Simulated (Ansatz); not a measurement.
All numbers below come from DFT PBE, scalar-relativistic, plane waves, PAW (Ansatz). All cells share a 420 eV cutoff and Γ-centred k meshes spaced at most about 0.3 Å⁻¹ (about 0.25 or finer for metals, 2π included). Collinear spin in cells that started with moments and kept them past the coarse steps, no spin elsewhere.

All energies are static (0 K, no zero-point motion). All come from trial cells, and lower structures may exist.

Problem. These unrelaxed guesses for SrGe2Mo2 are each relaxed within their symmetry. Order them by the energy at which they end, lowest first.
A.

```cif
data_structure
_symmetry_space_group_name_H-M 'P4/mmm'
_symmetry_Int_Tables_number 123
_cell_length_a 4.3927
_cell_length_b 4.3927
_cell_length_c 5.9585
_cell_angle_alpha 90.000
_cell_angle_beta 90.000
_cell_angle_gamma 90.000
_cell_volume 114.97
loop_
_atom_site_label
_atom_site_type_symbol
_atom_site_symmetry_multiplicity
_atom_site_Wyckoff_symbol
_atom_site_fract_x
_atom_site_fract_y
_atom_site_fract_z
_atom_site_occupancy
Sr1 Sr 1 a 0.00000 0.00000 0.00000 1
Ge1 Ge 2 e 0.00000 0.50000 0.50000 1
Mo1 Mo 2 h 0.50000 0.50000 0.24000 1
```

B.

```cif
data_structure
_symmetry_space_group_name_H-M 'P4/mmm'
_symmetry_Int_Tables_number 123
_cell_length_a 4.6557
_cell_length_b 4.6557
_cell_length_c 4.9024
_cell_angle_alpha 90.000
_cell_angle_beta 90.000
_cell_angle_gamma 90.000
_cell_volume 106.26
loop_
_atom_site_label
_atom_site_type_symbol
_atom_site_symmetry_multiplicity
_atom_site_Wyckoff_symbol
_atom_site_fract_x
_atom_site_fract_y
_atom_site_fract_z
_atom_site_occupancy
Sr1 Sr 1 c 0.50000 0.50000 0.00000 1
Ge1 Ge 1 d 0.50000 0.50000 0.50000 1
Ge2 Ge 1 b 0.00000 0.00000 0.50000 1
Mo1 Mo 2 e 0.00000 0.50000 0.50000 1
```

C.

```cif
data_structure
_symmetry_space_group_name_H-M 'P4/mmm'
_symmetry_Int_Tables_number 123
_cell_length_a 3.8537
_cell_length_b 3.8537
_cell_length_c 7.3369
_cell_angle_alpha 90.000
_cell_angle_beta 90.000
_cell_angle_gamma 90.000
_cell_volume 108.96
loop_
_atom_site_label
_atom_site_type_symbol
_atom_site_symmetry_multiplicity
_atom_site_Wyckoff_symbol
_atom_site_fract_x
_atom_site_fract_y
_atom_site_fract_z
_atom_site_occupancy
Sr1 Sr 1 a 0.00000 0.00000 0.00000 1
Ge1 Ge 2 h 0.50000 0.50000 0.30474 1
Mo1 Mo 2 g 0.00000 0.00000 0.65318 1
```

D.

```cif
data_structure
_symmetry_space_group_name_H-M 'P4mm'
_symmetry_Int_Tables_number 99
_cell_length_a 3.8970
_cell_length_b 3.8970
_cell_length_c 7.0554
_cell_angle_alpha 90.000
_cell_angle_beta 90.000
_cell_angle_gamma 90.000
_cell_volume 107.15
loop_
_atom_site_label
_atom_site_type_symbol
_atom_site_symmetry_multiplicity
_atom_site_Wyckoff_symbol
_atom_site_fract_x
_atom_site_fract_y
_atom_site_fract_z
_atom_site_occupancy
Sr1 Sr 1 b 0.50000 0.50000 0.69814 1
Ge1 Ge 1 b 0.50000 0.50000 0.99503 1
Ge2 Ge 1 b 0.50000 0.50000 0.33134 1
Mo1 Mo 2 c 0.50000 0.00000 0.26959 1
```

Solution. C (ends in P4/mmm, 0 meV/atom), A (ends in P4/mmm, 44 meV/atom), D (ends in P4/mmm, 0.37 eV/atom), B (ends in P4/mmm, 0.47 eV/atom). Even the lowest end lies +0.07 eV/atom against the elements.

Cells relaxed within their symmetry can be saddle points. Some candidate types were left out of the draw beforehand, so a known form may be missing.
